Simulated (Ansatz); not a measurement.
SiO2:
```cif
data_O4Si2
_chemical_formula_sum 'Si2 O4'
_space_group_name_H-M_alt 'P 1'
_space_group_IT_number 1
_cell_length_a 4.19451
_cell_length_b 4.19451
_cell_length_c 2.67822
_cell_angle_alpha 90.000
_cell_angle_beta 90.000
_cell_angle_gamma 90.000
loop_
_space_group_symop_operation_xyz
  'x, y, z'
loop_
_atom_site_label
_atom_site_type_symbol
_atom_site_fract_x
_atom_site_fract_y
_atom_site_fract_z
_atom_site_occupancy
Si1 Si 0.50000 0.50000 0.50000 1
Si2 Si 0.00000 0.00000 0.00000 1
O1 O 0.69395 0.69395 0.00000 1
O2 O 0.30605 0.30605 0.00000 1
O3 O 0.80605 0.19395 0.50000 1
O4 O 0.19395 0.80605 0.50000 1
```

Relaxed with PBEsol.

Decompose the optical modes at the zone centre into irreducible representations, and say which are infrared and Raman allowed.

Point group 4/mmm: Γ_opt = A1g + A2g + A2u + B1g + 2B1u + B2g + Eg + 3Eu. Infrared: A2u, Eu. Raman: A1g, B1g, B2g, Eg.

Assign frequencies (DFPT, PBEsol (plane waves, PAW; program Ansatz); without the LO–TO term).

B1g 216, B1u 375, Eu 448, Eu 561, Eg 572, A2g 576, A2u 645, A1g 737, B1u 742, Eu 810, B2g 926 cm⁻¹.

Subscripts of B labels follow the axes of the standard setting.

Space group P4_2/mnm (rutile). This is a known high-pressure phase of the composition, computed here at zero pressure and temperature. Symmetry was held in the PBEsol relaxation; its stability against distortions is not shown here.

Potentials: the earlier of the program's two PAW sets. The files were generated under PBE; for other functionals the program regenerates the frozen cores, and for LDA and PBEsol the local potential too.
